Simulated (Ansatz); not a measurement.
Relaxed NaCl (rock salt):

```yaml
crystal:
  lattice:
    - [0.00000, 2.84776, 2.84776]
    - [2.84776, 0.00000, 2.84776]
    - [2.84776, 2.84776, 0.00000]
  atoms:
    - { symbol: Cl, position: [0.00000, 0.00000, 0.00000] }
    - { symbol: Na, position: [0.50000, 0.50000, 0.50000] }
```

Scan: atom 2 (Na, nearest neighbour Cl at 2.848 Å; its periodic images, 4.0 Å or more away, move with it) is displaced along Cartesian [110], direction (0.707, 0.707, 0.000) in Cartesian axes, by s. The other atoms stay.

Computed with PBE (plane waves to 420 eV, PAW, scalar-relativistic; Ansatz, an electronic-structure program). k mesh 8×8×8 (Γ-centred), Fermi-Dirac smearing 0.05 eV. E stands for the smeared free energy. NaCl was relaxed with its symmetry unable to fall. The zero of ΔE is the undisplaced structure.

### Question
Predict the ΔE (meV/cell) at s (Å) = -0.510, 0.170, 0.340, 0.680, 0.850.

### Answer
```json
[
 {"s (Å)": "-0.510", "ΔE (meV/cell)": "174"},
 {"s (Å)": "0.170", "ΔE (meV/cell)": "17"},
 {"s (Å)": "0.340", "ΔE (meV/cell)": "72"},
 {"s (Å)": "0.680", "ΔE (meV/cell)": "336"},
 {"s (Å)": "0.850", "ΔE (meV/cell)": "567"}
]
```

(For displaced atoms, the force is minus the slope of the energy, and its curvature is a force constant, which sets phonon frequencies.)
